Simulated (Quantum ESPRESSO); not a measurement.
**Band energies of RbCl**

```
CELL_PARAMETERS angstrom
      3.88608     0.00000     0.00000
      0.00000     3.88608     0.00000
      0.00000     0.00000     3.88608
ATOMIC_POSITIONS crystal
  Cl 0.50000 0.50000 0.50000
  Rb 0.00000 0.00000 0.00000
```

PBEsol (Quantum ESPRESSO, PseudoDojo norm-conserving, 58 Ry, with spin-orbit coupling); path ΓXMΓRX,MR; energies in eV from the valence-band maximum.

| k (1/Å) | point | band 16 | band 17 | band 18 | band 19 | band 20 | band 21 | band 22 | band 23 |
|---|---|---|---|---|---|---|---|---|---|
| 0.00 | Γ | -0.04 | 4.94 | 4.94 | 6.06 | 6.06 | 6.06 | 6.06 | 11.03 |
| 0.46 |  | -0.13 | 6.64 | 6.64 | 6.72 | 6.72 | 7.66 | 7.66 | 10.72 |
| 0.81 | X | -0.19 | 7.50 | 7.50 | 8.23 | 8.23 | 8.37 | 8.37 | 9.62 |
| 1.04 |  | -0.18 | 7.41 | 7.41 | 8.09 | 8.09 | 8.38 | 8.38 | 9.79 |
| 1.50 |  | -0.01 | 6.16 | 6.16 | 6.90 | 6.90 | 8.87 | 8.87 | 8.88 |
| 1.62 | M | 0.00 | 6.08 | 6.08 | 6.84 | 6.84 | 8.79 | 8.79 | 8.81 |
| 2.03 |  | -0.10 | 6.71 | 6.71 | 7.36 | 7.36 | 9.29 | 9.29 | 9.40 |
| 2.55 |  | -0.08 | 5.36 | 5.36 | 6.27 | 6.27 | 6.40 | 6.40 | 10.76 |
| 2.76 | Γ | -0.04 | 4.94 | 4.94 | 6.06 | 6.06 | 6.06 | 6.06 | 11.03 |
| 2.96 |  | -0.11 | 5.33 | 5.33 | 6.31 | 6.31 | 6.32 | 6.32 | 10.80 |
| 3.46 |  | -0.65 | 7.82 | 7.82 | 8.31 | 8.31 | 8.37 | 8.37 | 8.89 |
| 3.86 |  | -1.04 | 8.40 | 8.40 | 9.09 | 9.09 | 9.19 | 9.19 | 9.74 |
| 4.16 | R | -1.31 | 9.48 | 9.48 | 9.75 | 9.75 | 9.75 | 9.75 | 9.83 |
| 4.35 |  | -1.18 | 8.93 | 8.93 | 9.12 | 9.12 | 9.44 | 9.44 | 9.79 |
| 4.83 |  | -0.35 | 7.75 | 7.75 | 8.03 | 8.03 | 8.11 | 8.11 | 9.45 |
| 5.21 |  | -0.20 | 7.52 | 7.52 | 8.21 | 8.21 | 8.35 | 8.35 | 9.58 |
| 5.30 | X | -0.19 | 7.50 | 7.50 | 8.23 | 8.23 | 8.37 | 8.37 | 9.62 |
| 5.30 | M | 0.00 | 6.08 | 6.08 | 6.84 | 6.84 | 8.79 | 8.79 | 8.81 |
| 5.61 |  | -0.48 | 6.91 | 6.91 | 7.76 | 7.76 | 8.84 | 8.84 | 8.87 |
| 6.11 | R | -1.31 | 9.48 | 9.48 | 9.75 | 9.75 | 9.75 | 9.75 | 9.83 |

The PBEsol gap is indirect, 4.94 eV, from M to Γ; the smallest direct gap is 4.98 eV.

Geometry relaxed with PBEsol.

This is not the ordinary phase of the substance.
